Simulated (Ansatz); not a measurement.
SnTe (rock salt, Fm-3m), a = 6.409 Å, b = 6.409 Å, c = 6.409 Å, α = 90.00°, β = 90.00°, γ = 90.00°; the cell used has 2 atoms.

This is the PBE-relaxed structure.

Question: All from plane-wave PAW PBE (Ansatz code), unless another level is named. Predict the Poisson's ratio.

Answer: 0.23.

Question: Predict the elastic constants (relaxed ions, GPa).

Answer: C11 = 116, C12 = 4.0, C44 = 16.6.

The cell was relaxed with PBE under the symmetry of its start. At this level the phase is dynamically unstable (imaginary phonons). Scalar-relativistic: spin–orbit coupling is off unless named, which matters more the heavier the elements.

Potentials: the later of the program's two PAW sets.
